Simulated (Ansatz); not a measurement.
An Ansatz (a program for electronic structure) run. Input:

Ansatz 0.2 input:
```yaml
crystal:
  lattice:
    - [2.8103498905, 1.6225562658, 4.6603323386]
    - [-2.8103498905, 1.6225562658, 4.6603323386]
    - [0.0, -3.2451125316, 4.6603323386]
  atoms:
    - { symbol: Sc, position: [0.5, 0.5, 0.5] }
    - { symbol: Sc, position: [0.0, 0.0, 0.0] }
    - { symbol: F, position: [0.699858162, 0.25, 0.800141838] }
    - { symbol: F, position: [0.300141838, 0.75, 0.199858162] }
    - { symbol: F, position: [0.800141838, 0.699858162, 0.25] }
    - { symbol: F, position: [0.199858162, 0.300141838, 0.75] }
    - { symbol: F, position: [0.25, 0.800141838, 0.699858162] }
    - { symbol: F, position: [0.75, 0.199858162, 0.300141838] }
kpoints:
  mp_grid: { grid: [6, 6, 6] }
hamiltonian:
  xc: r2scan
  pseudopotentials: { azcp: { folder: ./paw }, kind: paw }
scf:
  occupations: { method: fixed }
checkpoint: { read: static.run }
output: { write_density: true, elf: true, volumetric_format: npy }
basis: { fft_grid_basis: typed }
```

Output (shortened):

```
Pseudopotential: Sc, paw, valence charge 11
Pseudopotential: F, paw, valence charge 7
Functional definition: r2SCAN
Crystal: 8 atoms, lattice volume = 127.505 Å³
Basis set: ecut = 500 eV, 3215 PW (Γ), exchange–correlation on 180×180×180 points (64 copies of the dense FFT grid, shifted against one another)
Bands: 40, of which v1, the nominal top of the filled ones, is band 32 counted from 1 (31 counted from 0)
Symmetry: 12 space group operations
Space group: R-3c (ITA 167), of the structure as read, at distance tolerance 5.0e-5 Å
k-points: 32 of 216
Stability of the state it starts from, as read at its close in the unpolarized treatment …
iter 1 solved again at ethr=7.51e-9 eV; its pass at ethr=3.10e-3 eV (dr2=4.80e-6 eV) is discarded
SCF iter   1: F=—  HF=-9156.353362 eV  |F-HF|=—  |Δ(HF+E_count)|=         —  Δρ=1.43e-7  dr2=1.79e-11  dr2_τ=1.90e-12  ethr=7.51e-9  ⟨swp⟩=3.2  Hψ=7713  notcnv=0  defer=178
preconditioner: auto → Resta (q_TF=auto, 2.432 Å⁻¹)
SCF iter   2: F=-9156.353362 eV  HF=-9156.353362 eV  |F-HF|=1.27e-11  |Δ(HF+E_count)|=  5.71e-10  Δρ=7.86e-8  dr2=6.15e-12  dr2_τ=6.74e-13  ethr=1.00e-12  ⟨swp⟩=9.0  Hψ=4216  notcnv=0
SCF 1 converged in 2 iterations: F = -9156.353362 eV  dr2 = 6.15e-12
SCF converged after 2 iterations
Free energy (F): -9156.353362 eV
Harris-Foulkes:  -9156.353362 eV  (|F-HF|=1.27e-11)
Internal energy: -9156.353362 eV  (E = F + TS)
E sigma→0 (E₀):  -9156.353362 eV
Fermi energy:    -0.786314 eV
--- Per-component energies (eV) ---
  E_band       = -839.736377
  E_kinetic    = 1606.386008
  E_local      = -6641.027086  (includes V_loc(G=0)·N_el)
  E_nonlocal   = 794.725775
  E_hartree    = 2526.006319
  E_xc         = -623.948886
  E_vxc        = -906.293602  (∫ρ·V_xc dr)
  E_paw        = -3239.828310  (= ΣΔE_a)
  E_vpaw       = -811.378708  (= ΣTr[D̂ρ^β])
  E_aug_tail   = 0.001789  (compensation charges beyond the density's cutoff)
  E_vtau       = 65.836795  (kinetic-family band-sum trace: ∫τ·v_τ [+ j·A + Jᵃ·Aᵃ] dr)
  E_ewald      = -3578.003638
  E_core_change = -0.665333  (= ΣΔE_core)
  E_smearing   =  0.000000  (= −TS)
  E_closure    = 0.000000  (closes the sum)
  Σ components = -9156.353362   (vs F -9156.353362, Δ=0.00e0)
  [band-id]    e_kinetic+e_local+e_nonlocal+2·e_hartree+e_vxc+e_vpaw+e_augmentation_tail+e_vtau = -839.736390   (vs E_band -839.736377, Δ=-1.37e-5)
--- Band table (eV; the first three rows and the last of 32) ---
  k-point 0: bands = ["-48.4009", "-48.3863", "-26.5282", "-26.5268", "-26.5268", "-26.0592", "-26.0592", "-26.0561", "-21.8970", "-21.6471", "-21.6471", "-20.8253", "-20.8252", "-20.8252", "-3.6909", "-3.6224", "-3.6224", "-2.9129", "-2.9098", "-2.9098", …
  k-point 1: bands = ["-48.4000", "-48.3872", "-26.5007", "-26.5000", "-26.4993", "-26.0967", "-26.0952", "-26.0926", "-21.8208", "-21.5886", "-21.5884", "-20.8942", "-20.8776", "-20.8776", "-3.5923", "-3.5288", "-3.5280", "-2.8506", "-2.8289", "-2.8279", …
  k-point 2: bands = ["-48.3973", "-48.3899", "-26.4253", "-26.4220", "-26.4218", "-26.1937", "-26.1895", "-26.1877", "-21.6171", "-21.4318", "-21.4314", "-21.0837", "-21.0223", "-21.0221", "-3.3315", "-3.2764", "-3.2715", "-2.7229", "-2.6980", "-2.6417", …
  k-point 31: bands = ["-48.3936", "-48.3936", "-26.3142", "-26.3142", "-26.3096", "-26.3096", "-26.3096", "-26.3096", "-21.3475", "-21.3475", "-21.2236", "-21.2236", "-21.2236", "-21.2236", "-2.9725", "-2.9725", "-2.9484", "-2.9484", "-2.9484", "-2.9484", …
```

Cost: around 7 core-seconds (rough) on shared cores.

The workflow started from a Materials Project entry (that database holds measured and hypothetical structures alike); the Crystallography Open Database copy checked does not list it. COD files the formula under space group No. 155, 191, 194, 221. Whether it is the stable phase at ambient conditions was not checked. The r²SCAN relaxation kept the symmetry of its start; whether a distortion lowers the energy is not shown. The run is not spin-polarised.

Potentials: the earlier of the program's two PAW sets. The files were generated under PBE; for other functionals the program regenerates the frozen cores, and for LDA and PBEsol the local potential too.

Ansatz is a plane-wave DFT program.
